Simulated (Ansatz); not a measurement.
**Magnetic orders of Mn₃Cu**

Theory: DFT PBE, scalar-relativistic, plane waves, PAW in Ansatz.

```cif
data_structure
_symmetry_space_group_name_H-M 'P 1'
_symmetry_Int_Tables_number 1
_cell_length_a 3.5343
_cell_length_b 3.5343
_cell_length_c 3.5343
_cell_angle_alpha 90.000
_cell_angle_beta 90.000
_cell_angle_gamma 90.000
_cell_volume 44.15
loop_
_atom_site_label
_atom_site_type_symbol
_atom_site_fract_x
_atom_site_fract_y
_atom_site_fract_z
_atom_site_occupancy
Mn1 Mn 0.00000 0.50000 0.50000 1
Mn2 Mn 0.50000 0.00000 0.50000 1
Mn3 Mn 0.50000 0.50000 0.00000 1
Cu1 Cu 0.00000 0.00000 0.00000 1
```

| Quantity | Value |
| --- | --- |
| plane-wave cutoff | 420 eV |
| Γ-centred k-mesh | 12×12×12 |
| occupation rule | Gaussian smearing, 0.1 eV |
| list of starting moments (μB, in atom order) | 4 4 4 0 |
| check for lower electronic states after the SCF | off |

Each order was relaxed in cell and atoms. Signs run over the atoms with starting moments. Site moments are spin moments in atom-centred spheres that scale with the neighbour distance. The states are those that the runs reached from these starts; a lower one can exist.

Starts tried: no spin; ferromagnetic; ferrimagnetic in the cell, signs ++-. Which state comes out lowest, and what are the moments?

The lowest state is ferrimagnetic, reached from the start “ferrimagnetic in the cell, signs ++-”, with site moments (μB) Mn +2.20 (×2), Mn -2.75.

| start | ends | energy above lowest (meV/atom) | site moments (μB) | gap on mesh (eV) | volume (Å³/atom) |
| --- | --- | --- | --- | --- | --- |
| no spin | non-magnetic | 145 | none over 0.05 | metal | 10.95 |
| ferromagnetic | ferromagnetic | 135 | Mn +0.59 (×3) | metal | 11.04 |
| ferrimagnetic in the cell, signs ++- | ferrimagnetic | 0.00 | Mn +2.20 (×2), Mn -2.75 | metal | 11.95 |

Cost: 3 runs of about 6.6 core-minutes in all, on Intel Xeon Platinum 8375C (Ice Lake) (shared hosts).